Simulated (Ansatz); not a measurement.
Data:

AgRhO2:
Space group R-3m, hexagonal axes (No. 166); a = b = 3.053 Å, c = 18.575 Å, α = β = 90.00°, γ = 120.00°

| atom | site | symmetry | x | y | z |
|---|---|---|---|---|---|
| Ag | 3a | -3m | 0.0000 | 0.0000 | 0.0000 |
| Rh | 3b | -3m | 0.0000 | 0.0000 | 0.5000 |
| O | 6c | 3m | 0.0000 | 0.0000 | 0.1128 |
(The calculation used a cell of 4 atoms; values per cell refer to that cell.)

This is the PBEsol-relaxed structure.

### Question
All from PBEsol in the plane-wave PAW code Ansatz, unless another level is named. Estimate the Born charges (a third of the trace).

### Answer
Ag +1.11, Rh +2.52, O -1.82 e.

### Question
And the electronic dielectric constant ε∞ (DFPT)?

### Answer
13.8 (xx = yy), 15.7 (zz).

### Question
And the Bader charges?

### Answer
Ag +0.45, Rh +1.29, O -0.87 e.

The workflow started from a Materials Project entry (that database holds measured and hypothetical structures alike); the Crystallography Open Database copy checked does not list it. Whether it is the stable phase at ambient conditions was not checked. The PBEsol relaxation kept the symmetry of its start; its stability against distortions is not shown here. No spin polarisation was allowed. Spin–orbit coupling is left out wherever it is not named.

Potentials: the later of the program's two PAW sets.
